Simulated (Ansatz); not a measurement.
Data:

KPH2O4:
```
KPH2O4
1.0
    0.00000     5.30062     3.47252
    5.25872     0.00000     3.47252
    5.25872     5.30062     0.00000
K H P O
2 4 2 8
Cartesian
  5.25872   5.30062   1.71454
  2.62936   2.65031   3.45080
  5.95271   2.27758   2.63724
  4.56473   8.32366   2.63724
  7.19409   4.92788   4.37350
  3.32335   5.67335   4.37350
  5.25872   5.30062   5.32230
  2.62936   2.65031   0.11352
  2.99100   3.88090   0.91478
  2.26772   1.41972   0.91478
  4.89708   1.23059   2.65104
  0.36164   4.07003   2.65104
  3.83883   7.59093   2.62862
  6.67861   3.01031   2.62862
  4.04925   4.94062   4.36488
  6.46819   5.66061   4.36488
```

This is the r²SCAN-relaxed structure. Tensor components refer to the Cartesian frame of this cell.

Question: All from DFT-r²SCAN in the program Ansatz with PAW potentials, unless another level is named. Give the Young's modulus.

Answer: 42.0 GPa.

Question: Predict the piezoelectric stress constants (proper, relaxed ions, C/m²).

Answer: e31 = 0.09, e32 = 0.08, e33 = -0.08.

Space group Fdd2. The first step of the workflow began from a Materials Project structure, measured or hypothetical; the Crystallography Open Database files this formula in space group No. 43, but the cells were not matched. Its standing as an ambient phase is unchecked. The cell was relaxed with r²SCAN under the symmetry of its start; its stability against distortions is not shown here. Signs of piezoelectric constants follow the polarity of the cell as given.

Potentials: the earlier of the program's two PAW sets. The files were generated under PBE; for other functionals the program regenerates the frozen cores, and for LDA and PBEsol the local potential too.
